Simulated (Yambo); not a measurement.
## Bethe-Salpeter results for K2PtH6

```xyz
9
Lattice="0.0000 4.0600 4.0600 4.0600 0.0000 4.0600 4.0600 4.0600 0.0000" Properties=species:S:1:pos:R:3 pbc="T T T"
H      4.0600     4.0600     6.4787
H      4.0600     4.0600     1.6414
H      6.4787     4.0600     4.0600
H      1.6414     4.0600     4.0600
H      4.0600     6.4787     4.0600
H      4.0600     1.6414     4.0600
K      6.0900     6.0900     6.0900
K      2.0300     2.0300     2.0300
Pt     0.0000     0.0000     0.0000
```

The geometry is that of Materials Project entry mp-643279, symmetrised and not relaxed again.

BSE in Yambo on PBEsol (pw.x of Quantum ESPRESSO, ONCV potentials, no spin-orbit coupling) bands: 6×6×6 mesh, 6 valence and 6 conduction bands, static screening with 70 bands and a 3 Ry block, scissor 2.44 eV, Tamm-Dancoff; field along x.

| state | energy (eV) | states within 2 meV | relative strength | class | main transitions |
|---|---|---|---|---|---|
| 1 | 5.40 | 3 | < 0.01 | dark | several band pairs |
| 2 | 5.42 | 3 | < 0.01 | dark | several band pairs |
| 3 | 5.74 | 3 | < 0.01 | dark | several band pairs |
| 4 | 5.83 | 3 | 1.00 | strong | several band pairs |
| 5 | 6.08 | 3 | < 0.01 | dark | several band pairs |
| 6 | 6.10 | 2 | < 0.01 | dark | VB → CB (91 %) |

These are vertical excitations (zero momentum); the indirect quasiparticle gap, about 6.31 eV, is smaller than the direct one (6.46 eV on the GW mesh). The direct quasiparticle gap on this mesh is 6.46 eV; counted from there, state 1 is bound by 1.06 eV. Convergence with the mesh was not shown.

Spin singlets only. Strengths are relative to the strongest of the lowest states of this run; strong means a line over 3 % of the spectrum's maximum, dark under 0.03 %. Absolute energies carry the error of the G0W0 scissor, whose convergence isn't established.

Spin-orbit coupling is left out, which matters for elements this heavy: edges can move by tenths of an eV.

The structure is a Materials Project entry; no match was found in the copy of COD used, and its stability was not checked.
